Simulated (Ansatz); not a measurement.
RuC:
```xyz
4
Lattice="1.3868 0.8007 6.2866 -1.3868 0.8007 6.2866 0.0000 -1.6014 6.2866" Properties=species:S:1:pos:R:3 pbc="T T T"
Ru     0.0000     0.0000     4.3192
Ru     0.0000     0.0000    14.5404
C      0.0000     0.0000     0.6989
C      0.0000     0.0000    18.1608
```

Relaxed with PBE. Special points in fractions of this cell's reciprocal vectors: Γ (0.000, 0.000, 0.000); T (0.500, 0.500, 0.500); H2 (0.823, 0.177, 0.500); H0 (0.500, -0.177, 0.177); L (0.500, 0.000, 0.000); S0 (0.339, -0.339, 0.000); S2 (0.661, 0.000, 0.339); F (0.500, 0.000, 0.500).

**Question.** List the band energies nearest the Fermi level at these points for plane-wave PAW PBE (Ansatz code).

**Answer.** In eV from the Fermi level; about four levels below and three above (degenerate sets whole), none deeper than 8.9 eV; … stands for higher levels left out; points with the same levels are listed once.

```json
[
 {"k": "Γ", "below": "-1.52 -1.52 -0.88 -0.70 -0.70", "above": "2.15 2.15 …"},
 {"k": "T", "below": "-1.77 -1.77 -1.76 -0.43 -0.43", "above": "2.41 2.41 …"},
 {"k": "H2", "below": "-3.66 -2.55 -2.47 -1.86", "above": "0.30 0.77 2.41"},
 {"k": "L", "below": "-3.86 -3.07 -2.43 -1.99", "above": "0.60 0.69 0.94"},
 {"k": "S0", "below": "-3.64 -2.53 -2.43 -1.84", "above": "0.48 0.62 2.46"},
 {"k": "F", "below": "-2.81 -2.10 -1.68 -1.22", "above": "0.47 0.95 1.62"}
]
```

Space group R-3m. The workflow started from a Materials Project entry (that database holds measured and hypothetical structures alike); the Crystallography Open Database copy checked does not list it. Its standing as an ambient phase is unchecked. The cell was relaxed with PBE under the symmetry of its start; its stability against distortions is not shown here. No spin polarisation was allowed. Its formation energy is positive at this level, so the cell may be metastable or incomplete. Spin–orbit coupling is left out wherever it is not named.

Potentials: the later of the program's two PAW sets.
